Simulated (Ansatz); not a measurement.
LiF:
```cif
data_FLi
_chemical_formula_sum 'Li1 F1'
_space_group_name_H-M_alt 'Pm-3m'
_space_group_IT_number 221
_space_group_name_Hall '-P 4 2 3'
_cell_length_a 2.51626
_cell_length_b 2.51626
_cell_length_c 2.51626
_cell_angle_alpha 90.000
_cell_angle_beta 90.000
_cell_angle_gamma 90.000
loop_
_atom_site_label
_atom_site_type_symbol
_atom_site_symmetry_multiplicity
_atom_site_Wyckoff_symbol
_atom_site_fract_x
_atom_site_fract_y
_atom_site_fract_z
_atom_site_occupancy
Li1 Li 1 a 0.00000 0.00000 0.00000 1
F1 F 1 b 0.50000 0.50000 0.50000 1
```

Relaxed with r²SCAN. r²SCAN (plane waves, PAW; program Ansatz) gives a gap of 8.91 eV.

Problem. What gap does HSE06 give on the same cell (Ansatz, PAW)?

Solution. 10.17 eV, 1.26 eV more. The hybrid was solved on a coarser mesh and at special points; the gap given is the minimum over both.

| k | v1 r²SCAN | c1 r²SCAN | v1 HSE06 | c1 HSE06 |
|---|---|---|---|---|
| Γ | -0.73 | 8.91 | -0.76 | 10.17 |
| R | -2.46 | 12.36 | ___ | ___ |
| M | 0.00 | 14.78 | ___ | ___ |
| X | -0.31 | 10.48 | ___ | ___ |

Problem. Top valence (v1) and lowest conduction level (c1) in eV from each method's valence maximum (which need not be a listed point): supply the withheld HSE06 values.

Solution. 
- R, v1 HSE06: -2.56
- R, c1 HSE06: 13.52
- M, v1 HSE06: 0.00
- M, c1 HSE06: 15.94
- X, v1 HSE06: -0.32
- X, c1 HSE06: 11.69

Cost on shared cores: the r²SCAN run (SCF on a 11×11×11 mesh, then bands and DOS) around 10 core-seconds (rough), the HSE06 run (SCF on 8×8×8, then a few points) around 40 core-seconds (rough); the tasks are unlike.

The workflow started from a Materials Project entry (that database holds measured and hypothetical structures alike); the Crystallography Open Database copy checked does not list it. It is not the phase usual at ambient conditions (space group No. 225). Symmetry was held in the r²SCAN relaxation. At this level the phase is dynamically unstable (imaginary phonons).

Potentials: the later of the program's two PAW sets.
